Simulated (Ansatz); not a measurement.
Si (P6/mmm), two-dimensional strain map

Method: DFT LDA, scalar-relativistic, plane waves, PAW in Ansatz 0.2.0. Settings: plane waves to 420 eV, k-mesh 24×24×20 (Γ-centred), Gaussian smearing 0.15 eV. No spin polarisation. Energies are free energies at this smearing, counted from the undisturbed cell; pressure is positive in compression.

The undisturbed cell (as given, not relaxed at this level; it stands at -0.8 GPa; this form isn't the usual structure):

```xyz
1
Lattice="2.6205 0.0000 0.0000 -1.3103 2.2695 0.0000 0.0000 0.0000 2.4664" Properties=species:S:1:pos:R:3 pbc="T T T"
Si    0.0000    0.0000    0.0000
```

The cell is strained by p along both x and y and by q along z, fractional coordinates fixed. Points are written (p, q).

p was sampled at -0.030, -0.015, 0.000, 0.015, 0.030 and q at -0.030, -0.015, 0.000, 0.015, 0.030.

Task: Where on the computed points is the energy highest, and how high?

Result: At (0.030, 0.030): 44.2 meV/atom.

Task: Away from (0, 0), which computed point is lowest?

Result: (0.000, -0.015): 1.5 meV/atom.

The map, in meV/atom:

| p \ q | -0.030 | -0.015 | 0.000 | 0.015 | 0.030 |
| --- | --- | --- | --- | --- | --- |
| -0.030 | 39.7 | 27.4 | 22.9 | 25.0 | 32.3 |
| -0.015 | 17.9 | 7.5 | 4.4 | 7.9 | 17.0 |
| 0.000 | 9.6 | 1.5 | 0.0 | 4.6 | 14.8 |
| 0.015 | 13.1 | 7.2 | 7.5 | 13.3 | 24.4 |
| 0.030 | 26.4 | 22.7 | 25.0 | 32.3 | 44.2 |